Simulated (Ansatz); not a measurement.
## Computed properties of GeMo2

GeMo2:
```cif
data_Ge2Mo4
_chemical_formula_sum 'Mo4 Ge2'
_space_group_name_H-M_alt 'P 1'
_space_group_IT_number 1
_cell_length_a 3.70853
_cell_length_b 3.70853
_cell_length_c 6.92014
_cell_angle_alpha 90.000
_cell_angle_beta 90.000
_cell_angle_gamma 90.000
loop_
_space_group_symop_operation_xyz
  'x, y, z'
loop_
_atom_site_label
_atom_site_type_symbol
_atom_site_fract_x
_atom_site_fract_y
_atom_site_fract_z
_atom_site_occupancy
Mo1 Mo 0.00000 0.00000 0.00000 1
Mo2 Mo 0.50000 0.50000 0.00000 1
Mo3 Mo 0.50000 0.00000 0.33208 1
Mo4 Mo 0.00000 0.50000 0.66792 1
Ge1 Ge 0.50000 0.00000 0.70791 1
Ge2 Ge 0.00000 0.50000 0.29209 1
```

Space group P4/nmm (No. 129); conventional cell a = 3.709 Å, b = 3.709 Å, c = 6.920 Å, α = 90.00°, β = 90.00°, γ = 90.00°.

Method: DFT-PBE in the program Ansatz with PAW potentials. Structure relaxed to zero pressure with the same functional. Other levels are named where they apply.

Cell and energy:

```
Quantity                                                      Result
-----------------------------------------------------  -------------
Volume per atom                                             15.86 Å³
Density                                                   9.23 g/cm³
Formation energy from the elements (no fitted shifts)  0.034 eV/atom
```

Electronic structure:

```
Quantity                                                                    Result
------------------------------------  --------------------------------------------
Electronic character                                             metallic (no gap)
Density of states at the Fermi level  0.79 states/eV per atom (mean over ±0.08 eV)
```

Mechanics:

```
Property                              Value
----------------------------------  -------
Bulk modulus (Birch–Murnaghan fit)  201 GPa
Pressure derivative B′                  4.7
```

A made-up cell: these elements were put on the sites of a structure type; neither database checked (COD, Materials Project) lists it. Its standing as an ambient phase is unchecked. Symmetry was held in the PBE relaxation; whether a distortion lowers the energy is not shown. No spin polarisation was allowed. The references are the lowest solids computed at this level, not always the standard phases. Spin–orbit coupling is left out wherever it is not named.

Potentials: the later of the program's two PAW sets.
